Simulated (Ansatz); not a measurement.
Input and command of a plane-wave DFT calculation in Ansatz:

```yaml
crystal:
  lattice:
    - [-1.44195, 1.44915975, 1.44915975]
    - [1.44195, -1.43474025, 1.43474025]
    - [1.44195, 1.43474025, -1.43474025]
  atoms:
    - { symbol: Cr, position: [0.0, 0.0, 0.0] }
basis:
  ecutwfc: 420
kpoints:
  mp_grid: { grid: [24, 24, 24] }
hamiltonian:
  xc: pbe
scf:
  occupations: { method: gaussian, width: 0.15 }
output:
  forces: true
  stress: true
  eigenvalues: true
```

```bash
ansatz run input.yaml --threads 1 --pin off --max-ram 2560MiB --backend cpu --events-out ev --progress --plain --runs-dir out
```

Processor: Arm Neoverse V2, 1 thread, on a host shared with other jobs.

**Question.** Estimate time, memory and problem size.

**Answer.** About 12 s on 1 thread of Arm Neoverse V2 (shared host), peak memory 0.56 GiB. It solves 11 bands at 1963 k points (the mesh reduced by symmetry) with about 225 plane waves, in 6 SCF iterations.
